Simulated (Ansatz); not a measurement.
GaP with Sn replacing P — ¹¹⁹Sn Mössbauer parameters

Cell: a supercell of GaP (zinc blende type, F-43m) built from an entry of the Crystallography Open Database (COD), with all atoms left at the host's positions.

```cif
data_Ga27SnP26
_symmetry_space_group_name_H-M 'F-43m'
_symmetry_Int_Tables_number 216
_cell_length_a 16.3515
_cell_length_b 16.3515
_cell_length_c 16.3515
_cell_angle_alpha 90.000
_cell_angle_beta 90.000
_cell_angle_gamma 90.000
loop_
_atom_site_label
_atom_site_type_symbol
_atom_site_symmetry_multiplicity
_atom_site_Wyckoff_symbol
_atom_site_fract_x
_atom_site_fract_y
_atom_site_fract_z
Ga1 Ga 16 e 0.4167 0.0833 0.4167
Ga3 Ga 24 g 0.7500 0.0833 0.7500
Ga5 Ga 48 h 0.7500 0.9167 0.5833
Ga14 Ga 4 d 0.7500 0.7500 0.7500
Ga18 Ga 16 e 0.0833 0.5833 0.9167
Sn Sn 4 a 0.5000 0.0000 0.5000
P29 P 48 h 0.6667 0.0000 0.6667
P32 P 16 e 0.8333 0.8333 0.6667
P36 P 16 e 0.1667 0.6667 0.8333
P42 P 24 f 0.0000 0.6667 0.0000
```

One atom of each set is listed; the run and its k-mesh use a cell of 54 atoms with edges of 11.56, 11.56, 11.56 Å.

The numbers come from a DFT calculation in Ansatz (PBE, plane waves and PAW, scalar-relativistic, 420 eV cutoff, Γ-centred 2×2×2 k-points, Fermi–Dirac smearing 0.01 eV, cell charge -1).

Isomer shifts (against SnO₂) follow from the electron density at the nucleus, δ = α(ρ − ρ₀), with α = 0.099 mm s⁻¹ a₀³ and ρ₀ = 183191.44 a₀⁻³ from a line fitted to 8 measured compounds at this level of theory (rms miss 0.12 mm/s). ΔE_Q = ½eQV_zz(1 + η²/3)^½ with Q = -0.132 b for the 23.9 keV state.

Task: Give the isomer shift and quadrupole splitting of each Sn site.

Result: 

| site | atoms | first shell | ρ − ρ₀ (a₀⁻³) | δ (mm/s) | ΔE_Q (mm/s) | η |
| --- | --- | --- | --- | --- | --- | --- |
| Sn | 1 | 4 Ga at 2.36 Å | 16.5 | 1.63 | 0.00 | – |

The shift of Sn is in the range of covalently or intermetallically bonded tin.

The defect repeats with the cell of 54 atoms, so it feels its images: sites between two images don't show the values beside a lone defect, and zeros or small values of η there can come from the images' arrangement. A uniform background compensates the cell's charge. The neighbours have not yet relaxed around the defect (largest force 1.9 eV/Å), and relaxing can change the values around it severalfold.

Hardware: 4 threads of Arm Neoverse V1 (aarch64; 8 cores open to the job, memory cap 8.0 GiB, no GPU), a shared host with a load of 0.5 a core. Wall time 46 s, CPU time 3 min, peak memory 4.7 GiB.
